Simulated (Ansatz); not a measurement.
MgF₂ (rutile, space group No. 136), DFT-r²SCAN in the program Ansatz with PAW potentials. The conduction-band minimum lies at Γ, with 1 equivalent valley. Second derivatives d²E/dk² of the lowest band at one valley (eV·Å²), along Cartesian directions:

| direction | d²E/dk² |
|---|---|
| [100] | 14.04 |
| [010] | 14.04 |
| [001] | 14.73 |
| [110] | 14.04 |
| [101] | 14.38 |
| [011] | 14.38 |

Find the principal effective masses, the density-of-states mass and the conductivity mass.

Off-diagonal terms follow from H_xy = H[110] − (H_xx + H_yy)/2, and m*/mₑ = 7.620 eV·Å² over each eigenvalue: 0.52, 0.54, 0.54. One valley's DOS mass (m₁m₂m₃)^(1/3) = 0.53, conductivity mass 3/(Σ 1/mᵢ) = 0.53 mₑ.

What effective density of states Nc follows at 300 K for parabolic valleys?

Nc = 2.509e19 × 1 × (0.53)^(3/2) ≈ 9.7e18 cm⁻³.

Space group P4_2/mnm (rutile). Symmetry was held in the r²SCAN relaxation.

Potentials: the earlier of the program's two PAW sets. The files were generated under PBE; for other functionals the program regenerates the frozen cores, and for LDA and PBEsol the local potential too.

Edges and masses are those of Kohn–Sham bands, whose gap is no quasiparticle gap.
